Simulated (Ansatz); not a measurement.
The start is a generated trial cell of BN in the NiAs structure type. The structure is fully relaxed (lattice and positions, P = 0) with PBE (plane waves to 420 eV, PAW, scalar-relativistic; Ansatz, an electronic-structure program). The first steps use a coarse 10×10×6 k-mesh.

The start:
```
CELL_PARAMETERS angstrom
      2.61270     0.00000     0.00000
     -1.30635     2.26267     0.00000
      0.00000     0.00000     3.64147
ATOMIC_POSITIONS crystal
  B  0.00000 0.00000 0.00000
  B  0.00000 0.00000 0.50000
  N  0.33333 0.66667 0.25000
  N  0.66667 0.33333 0.75000
```

* **Initial pressure**: +13.0 GPa (positive: the cell is compressed)
* **Outcome**: The space group stays P6₃/mmc (No. 194) (the run could not lower it); the end is NiAs type, with 4 atoms in the primitive cell
* **Energy released**: 0.22 eV/atom
* **Volume change**: +1.1 %, from 5.38 to 5.44 Å³/atom
* **Shortest distances (start → end)**: The closest pairs of elements (up to four, under 3.6 Å), start → end: B–N 1.76 → 1.76 Å; B–B 1.82 → 2.01 Å; N–N 2.36 → 2.48 Å
* **Optimiser moves**: 7

Relaxed structure:

Space group P6₃/mmc (No. 194); a = 2.4997 Å, b = 2.4997 Å, c = 4.0218 Å, α = 90.00°, β = 90.00°, γ = 120.00°

```csv
atom,site,symmetry,x,y,z
B,2a,-3m.,0.0000,0.0000,0.0000
N,2c,-6m2,0.3333,0.6667,0.2500
```

Final values are on a 15×15×8 k-mesh of the relaxed cell. No spin polarisation in the result.

The run could not lose the symmetry of its start.

All atoms sit on sites fixed by symmetry, so only the cell could relax.
